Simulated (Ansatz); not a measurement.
Starting cell, LiCl (rock salt):

```
CELL_PARAMETERS angstrom
      0.00000     2.55614     2.55614
      2.55614     0.00000     2.55614
      2.55614     2.55614     0.00000
ATOMIC_POSITIONS crystal
  Cl 0.00000 0.00000 0.00000
  Li 0.50000 0.50000 0.50000
```

In this cell atom 1 (Cl, nearest neighbour Li at 2.556 Å; its periodic images, 3.6 Å or more away, move with it) is moved by s along Cartesian [110], unit vector (0.707, 0.707, 0.000); all other atoms and the cell stay fixed.

Level of theory: r2SCAN (plane waves to 500 eV, PAW, scalar-relativistic; Ansatz, a first-principles code). k mesh 9×9×9 (Γ-centred), Fermi-Dirac smearing 0.05 eV. E stands for the smeared free energy. LiCl was relaxed with its symmetry unable to fall. The zero of ΔE is the undisplaced structure.

```
s (Å)   ΔE (meV/cell)
------  -------------
-0.260       withheld
-0.208           18.0
-0.156            9.9
-0.104            4.3
-0.052            1.1
0.000             0.0
0.052             1.1
0.104             4.3
0.156             9.9
0.208            18.0
0.260        withheld
```

### Question
Fit an even polynomial form (powers 2, 4) to the given rows and predict ΔE at s = 0.260.

### Answer
Least squares on the 9 given rows: ΔE = (394.0)·s² + (510.0)·s⁴, in meV/cell with s in Å; root-mean-square residual 0.02 meV/cell. At 0.260 the fit gives 29.0 meV/cell; the calculation gives 29.0 meV/cell, the same to the digits shown. The quadratic term alone would give 26.6 meV/cell.

(A displaced cell: forces are minus the slopes of the energy, force constants its curvatures, and phonons follow from these.)
